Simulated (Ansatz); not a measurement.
**Ansatz 0.2.0, settings compared: CaPb$_{4}$**

input.yaml:

```yaml
crystal:
  lattice:
    - [-4.392357, 4.392357, 3.863887]
    - [4.392357, -4.392357, 3.863887]
    - [4.392357, 4.392357, -3.863887]
  atoms:
    - { symbol: Pb, position: [0.3625, 0.7992, 0.5633] }
    - { symbol: Pb, position: [0.7992, 0.7359, 0.4367] }
    - { symbol: Pb, position: [0.7359, 0.7992, 0.9367] }
    - { symbol: Pb, position: [0.7992, 0.3625, 0.0633] }
    - { symbol: Pb, position: [0.6375, 0.2008, 0.4367] }
    - { symbol: Pb, position: [0.2008, 0.6375, 0.9367] }
    - { symbol: Pb, position: [0.2641, 0.2008, 0.0633] }
    - { symbol: Pb, position: [0.2008, 0.2641, 0.5633] }
    - { symbol: Ca, position: [0.875, 0.125, 0.75] }
    - { symbol: Ca, position: [0.125, 0.875, 0.25] }
  symmetry: { tolerance: 0.0003 }
kpoints:
  mp_grid: { grid: [3, 3, 3], shift: [0, 0, 0] }
magnetization:
  spin_polarized: false
scf:
  occupations: { method: gaussian, width: 0.2724 }
hamiltonian:
  pseudopotentials: { kind: paw }
  xc: r2scan
basis:
  ecutwfc: 500
output:
  forces: true
  stress: true
  eigenvalues: true
```

Launch command:

```bash
ansatz run input.yaml --threads 1 --pin off --max-ram 2560MiB --backend cpu --events-out ev --progress --plain --runs-dir out
```

Origin of the cell: a known structure type with other elements, at an estimated volume, so it need not be a known compound.

Output of this run (shortened):

```
SCF iter   1: F=—  HF=-99007.024210 eV  Δρ=7.36e-3  dr2=1.83e-1  dr2_τ=4.35e-2
SCF iter   2: F=—  HF=-99007.250164 eV  Δρ=3.88e-3  dr2=7.07e-2  dr2_τ=7.55e-4  defer=4
SCF iter   3: F=—  HF=-99007.240443 eV  Δρ=9.40e-4  dr2=5.64e-3  dr2_τ=2.97e-4  defer=4
SCF iter   4: F=—  HF=-99007.240823 eV  Δρ=3.10e-4  dr2=6.46e-4  dr2_τ=1.01e-5  defer=4
SCF iter   5: F=—  HF=-99007.240932 eV  Δρ=8.18e-5  dr2=5.05e-5  dr2_τ=7.80e-7  defer=4
SCF iter   6: F=—  HF=-99007.241111 eV  Δρ=4.52e-5  dr2=1.20e-5  dr2_τ=1.04e-7  defer=15
SCF iter   7: F=—  HF=-99007.241115 eV  Δρ=1.60e-5  dr2=1.44e-6  dr2_τ=4.25e-8  defer=15
SCF iter   8: F=-99007.241116 eV  HF=-99007.241116 eV  Δρ=2.90e-6  dr2=3.74e-8  dr2_τ=6.13e-10
SCF 1 converged in 8 iterations: F = -99007.241116 eV  dr2 = 3.74e-8
SCF converged after 8 iterations
Free energy (F): -99007.241116 eV
Harris-Foulkes:  -99007.241116 eV  (|F-HF|=2.27e-8)
Internal energy: -99007.056497 eV  (E = F + TS)
E sigma→0 (E₀):  -99007.148806 eV
Entropy (-TS):   -0.184619 eV (-18.462 meV/atom)
Fermi energy:    10.180109 eV
--- Per-component energies (eV) ---
  E_band       = -693.995846
  E_kinetic    = 2891.098296
  E_local      = -10369.734695  (includes V_loc(G=0)·N_el)
  E_nonlocal   = 2930.714215
  E_hartree    = 4093.073368
  E_xc         = -1941.603352
  E_vxc        = -1554.562618  (∫ρ·V_xc dr)
  E_paw        = -85207.505786  (= ΣΔE_a)
  E_vpaw       = -2887.305154  (= ΣTr[D̂ρ^β])
  E_aug_tail   = 0.000147  (compensation charges beyond the density's cutoff)
  E_vtau       = 109.645678  (kinetic-family band-sum trace: ∫τ·v_τ [+ j·A + Jᵃ·Aᵃ] dr)
  E_ewald      = -11410.381378
  E_core_change = 7.282689  (= ΣΔE_core)
  E_smearing   = -0.184619  (= −TS)
  Σ components = -99007.241116   (vs F -99007.241116, Δ=0.00e0)
--- Forces (eV/Å), atoms counted from 1 ---
  atom   1  Pb    -0.000000     1.217997    -1.206866
[… 4 lines left out …]
  atom   6  Pb    -1.217997     0.000000     1.206866
  atom   7  Pb    -0.000000     1.217997     1.206866
  atom   8  Pb     1.217997    -0.000000     1.206866
  atom   9  Ca     0.000000    -0.000000     0.000000
  atom  10  Ca     0.000000    -0.000000     0.000000
  max |Σ_I F_I| component: 4.44e-16 eV/Å
--- Stress (GPa, compression-positive) ---
        7.102962       0.000000       0.000000
        0.000000       7.102962      -0.000000
        0.000000       0.000000       7.974831
  P = ⅓ Tr σ = 7.3936 GPa (73.936 kbar)
```

The same input was run again with these changes:

1. `kpoints.mp_grid.grid` [3, 3, 3] → [4, 4, 4]; `magnetization` { spin_polarized: false } → { spin_polarized: true } (starts: flip); `scf.convergence.dr2_threshold` default → 1.0e-06; typed moments: none
2. `scf.n_extra_bands` default → 32; `hamiltonian.pseudopotentials` { kind: paw } → { kind: paw, source: jth }
3. `kpoints.mp_grid.grid` [3, 3, 3] → [1, 1, 1]; `scf.mixing.algorithm` default → anderson; `scf.mixing.beta` default → 0.05; `magnetization` { spin_polarized: false } → { spin_polarized: true } (starts: small); typed moments: Pb1 0.2, Pb2 0.2, Pb3 0.2, Pb4 0.2, Pb5 0.2, Pb6 0.2, Pb7 0.2, Pb8 0.2, Ca9 0.2, Ca10 0.2
4. `kpoints.mp_grid.grid` [3, 3, 3] → [4, 4, 4]

| run | end | SCF iterations | P (GPa) | max force component (eV/Å) | moment (μB) | ΔE(σ→0) (meV/atom) |
| --- | --- | --- | --- | --- | --- | --- |
| base | converged | 8 | 7.39 | 1.218 | – | 0 |
| 1 | converged | 12 | 7.46 | 1.230 | 0.00 | -3.99 |
| 2 | converged | 11 | 7.56 | 1.217 | – | – |
| 3 | converged | 43 | 3.73 | 1.934 | 2.04 | -632.63 |
| 4 | converged | 8 | 7.46 | 1.230 | – | -3.99 |

Energies are compared only where functional, datasets, charge and starting cell are the same.

Not properties of the system: run 3 (too coarse or loose: `kpoints.mp_grid.grid` = [1, 1, 1]).

Caveats of the base run: no spin-orbit coupling, though heavy elements are present; the k mesh is coarse if the cell is a metal; wide smearing.

Run 1: spin is on but no moment was typed; the SCF threshold is loose for forces.
Run 2: the cutoff lies below the datasets' advice.
Run 3: one start, so the magnetic state may not be the lowest.

Time of the base run: 26 s on 1 thread of Arm Neoverse V1 (shared host), peak memory 1.2 GiB, from the program's own first density.
